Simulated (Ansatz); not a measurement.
The relaxed structure here is a generated cell of Au: the first start was made by placing the elements on the sites of a structure type, and the end was not matched to a known phase here, so it may be hypothetical. Known forms of Au include space group No. 225.

The end point of a relaxation of Au. Space group Pm-3m (No. 221), simple cubic type. Computed with r2SCAN (plane waves to 500 eV, PAW, scalar-relativistic; Ansatz, an electronic-structure program).

```cif
data_Au
_chemical_formula_sum 'Au1'
_space_group_name_H-M_alt 'P 1'
_space_group_IT_number 1
_cell_length_a 2.72006
_cell_length_b 2.72006
_cell_length_c 2.72006
_cell_angle_alpha 90.000
_cell_angle_beta 90.000
_cell_angle_gamma 90.000
loop_
_space_group_symop_operation_xyz
  'x, y, z'
loop_
_atom_site_label
_atom_site_type_symbol
_atom_site_fract_x
_atom_site_fract_y
_atom_site_fract_z
_atom_site_occupancy
Au1 Au 0.00000 0.00000 0.00000 1
```

Volume per atom: 20.12 Å³
Density: 16.25 g/cm³
Band gap: zero (metallic)
Shortest distances: Au–Au 2.72 Å
k-mesh: 17×17×17

No spin polarisation in the result.

The run could not lose the symmetry of its start, so the end can be a saddle point.
